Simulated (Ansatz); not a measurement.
Relaxed TiAl₃ (D022 type, space group I4/mmm):

```xyz
4
Lattice="-1.9121 1.9121 4.2803 1.9121 -1.9121 4.2803 1.9121 1.9121 -4.2803" Properties=species:S:1:pos:R:3 pbc="T T T"
Al     0.0000     0.0000     4.2803
Al     0.0000     1.9121     2.1401
Al     1.9121     0.0000     2.1401
Ti     0.0000     0.0000     0.0000
```

These are r2SCAN (plane waves to 500 eV, PAW, scalar-relativistic; Ansatz, an electronic-structure program) values and carry that method's errors. k mesh 14×14×14 (Γ-centred), Fermi-Dirac smearing 0.05 eV. With partly filled bands, energies and forces of such displacements shift with the k mesh and the smearing. TiAl3 is run without spin polarisation. TiAl3 was relaxed with its symmetry unable to fall.

One atom of the cell was then moved (with its periodic images), all else fixed, and the forces (eV/Å) came out as:

```json
[
 {"atom": "Al1", "Fx": "-3.936", "Fy": "-3.936", "Fz": "0.000"},
 {"atom": "Al2", "Fx": "0.356", "Fy": "0.356", "Fz": "0.000"},
 {"atom": "Al3", "Fx": "0.356", "Fy": "0.356", "Fz": "0.000"},
 {"atom": "Ti4", "Fx": "3.224", "Fy": "3.224", "Fz": "0.000"}
]
```

**Question.** Which atom was moved, and by which vector (Å)?

**Answer.** Al1, by (0.34, 0.34, 0.00), 0.49 Å in all.

(For displaced atoms, the force is minus the slope of the energy, and its curvature is a force constant, which sets phonon frequencies.)
